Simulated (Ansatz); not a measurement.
Relaxed SiC (wurtzite):

```
CELL_PARAMETERS angstrom
      6.15061     0.00000     0.00000
     -1.53765     2.66329     0.00000
      0.00000     0.00000     5.04816
ATOMIC_POSITIONS crystal
  Si 0.33333 0.33333 0.00050
  Si 0.83333 0.33333 0.00050
  Si 0.16667 0.66667 0.50050
  Si 0.66667 0.66667 0.50050
  C  0.33333 0.33333 0.62470
  C  0.83333 0.33333 0.62470
  C  0.16667 0.66667 0.12470
  C  0.66667 0.66667 0.12470
```

A phonon eigenvector at M = (0.5, 0.0, 0.0) is frozen into this cell: atom i moves by Q times the vector below, so Q is the largest atomic displacement, in Å. The cell is held. (q is in reciprocal vectors of the primitive cell; the cell shown is doubled to hold the pattern.)

| atom | x | y | z |
|---|---|---|---|
| Si1 | -0.860 | -0.497 | -0.117 |
| Si2 | 0.860 | 0.497 | 0.117 |
| Si3 | 0.860 | 0.497 | -0.117 |
| Si4 | -0.860 | -0.497 | 0.117 |
| C5 | -0.429 | -0.248 | 0.422 |
| C6 | 0.429 | 0.248 | -0.422 |
| C7 | 0.429 | 0.248 | 0.422 |
| C8 | -0.429 | -0.248 | -0.422 |

Level of theory: r2SCAN (plane waves to 500 eV, PAW, scalar-relativistic; Ansatz, an electronic-structure program). k mesh 6×12×7 (Γ-centred), Fermi-Dirac smearing 0.05 eV. Energies are smeared free energies. SiC was relaxed with its symmetry unable to fall. ΔE is measured from the undisplaced structure.

| Q (Å) | ΔE (meV/cell) |
|---|---|
| -0.180 | 2435 |
| -0.150 | 1709 |
| -0.120 | 1103 |
| -0.090 | 624 |
| -0.060 | withheld |
| -0.030 | 70 |
| 0.000 | 0 |
| 0.030 | 70 |
| 0.060 | withheld |
| 0.090 | 624 |
| 0.120 | 1103 |
| 0.150 | 1709 |
| 0.180 | 2435 |

Fit an even polynomial form (powers 2, 4) to the given rows and predict ΔE at Q = -0.060.

Least squares on the 11 given rows: ΔE = (77730)·Q² + (-79530)·Q⁴, in meV/cell with Q in Å; root-mean-square residual 0.2 meV/cell. At -0.060 the fit gives 279 meV/cell; the calculation gives 279 meV/cell, the same to the digits shown. The quadratic term alone would give 280 meV/cell.

(A displaced cell: forces are minus the slopes of the energy, force constants its curvatures, and phonons follow from these.)
